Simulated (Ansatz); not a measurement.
A structure of SrTiO₃ relaxed with PBEsol (plane waves to 420 eV, PAW, scalar-relativistic; Ansatz, an electronic-structure program); single points at other levels follow on the same geometry (Ansatz, PAW; HSE06 at 420 eV on a 6×6×6 k-mesh; no spin-orbit coupling). Space group Pm-3m (No. 221).

```
SrTiO3
1.0
    3.89108     0.00000     0.00000
    0.00000     3.89108     0.00000
    0.00000     0.00000     3.89108
Sr Ti O
1 1 3
Direct
  0.00000   0.00000   0.00000
  0.50000   0.50000   0.50000
  0.00000   0.50000   0.50000
  0.50000   0.50000   0.00000
  0.50000   0.00000   0.50000
```

| level | gap (eV) | kind | conduction minimum |
|---|---|---|---|
| PBEsol | 1.85 | indirect | Γ |
| HSE06 | ___ | – | ___ |

Problem. What belongs in the gaps?

Solution. 
- HSE06, gap (eV): 3.37
- HSE06, conduction minimum: Γ

HSE06 gaps come from a coarse mesh plus a few chosen points, so they may be too large. No spin polarisation in the result.

The run could not lose the symmetry of its start.

All atoms sit on sites fixed by symmetry, so only the cell could relax.
